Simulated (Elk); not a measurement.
Structure from Materials Project entry mp-1216391 (possibly hypothetical), not relaxed further.

A run on VAu: DFT, PBE, all-electron APW+lo, Dirac cores, scalar-relativistic bands (Elk 11.2.3 with local patches). The input:

```
tasks
  0
  110
  115

xctype
  20

rgkmax
  8.0

gmaxvr
  16.0

lmaxapw
  10

lmaxo
  7

lmaxi
  1

nrmtscf
  2.0

nempty
  8

epspot
  1e-06

epsengy
  1e-05

maxscl
  120

hmaxvr
  6.0

lradstp
  4

swidth
  0.001

tforce
  .true.

sppath
  './'

avec
  2.66527164576 1.53879530215 8.71369306783
  -2.66527164576 1.53879530215 8.71369306783
  0.00000000000 -3.07759060427 8.71369306783

atoms
  2
  'V.in'
  1
  0.500000000000 0.500000000000 0.500000000000   0.000 0.000 0.000
  'Au.in'
  1
  0.000000000000 0.000000000000 0.000000000000   0.000 0.000 0.000

ngridk
  14 14 14
```

Sphere radii set in the species files: Au 2.46, V 2.10 bohr.

Total energy and RMS change of the potential by loop (first and last loops):

| loop | E (Ha) | RMS ΔV (Ha) |
| --- | --- | --- |
| 1 | -19996.844295 | – |
| 2 | -19996.768117 | 7.47e-01 |
| 3 | -19998.148393 | 6.90e-01 |
| 4 | -19999.838943 | 5.27e-01 |
| 5 | -20000.209714 | 4.06e-01 |
| 14 | -19997.223650 | 2.42e-05 |
| 15 | -19997.222868 | 8.65e-06 |
| 16 | -19997.222575 | 9.58e-07 |
| 17 | -19997.222584 | 3.50e-07 |
| 18 | -19997.222601 | 1.17e-07 |
| 19 | -19997.222596 | 2.60e-08 |
| 20 | -19997.222593 | 2.38e-08 |
| 21 | -19997.222593 | – |

Messages:

```
Error(writeefg): lmaxi too small for calculating the EFG : 1
 Run the ground-state calculation again with lmaxi >= 2
```

Q: Can this result be used?

A: In part. The ground state converged and stands; the field-gradient step (task 115) then stopped, since the gradient needs l = 2 in the inner part of the spheres and lmaxi = 1 leaves it out. lmaxi of 2 or more cures it.
